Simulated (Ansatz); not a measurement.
PbSe (rock salt), relaxed with PBE (Ansatz, a quantum-chemistry and plane-wave program, plane waves, PAW): a = 6.218 Å, b = 6.218 Å, c = 6.218 Å, α = 90.00°, β = 90.00°, γ = 90.00°.

```
Item                  Result
--------------------  ------
gap (eV)                0.43
B₀ by P(V) fit (GPa)    46.5
```

The same phase is relaxed and computed with HSE06 in the same code. What are the cell and these values now?

a = 6.1705 Å, b = 6.1705 Å, c = 6.1705 Å, α = 90.00°, β = 90.00°, γ = 90.00°.

gap (eV): 0.78
B₀ by P(V) fit (GPa): 50.8

All cells were relaxed under the symmetry of their starts (and spin orders); stability against distortions was not tested throughout. Scalar-relativistic: spin–orbit coupling is off unless named, which matters more the heavier the elements.

Potentials: the later of the program's two PAW sets.

Ansatz is a plane-wave DFT program.
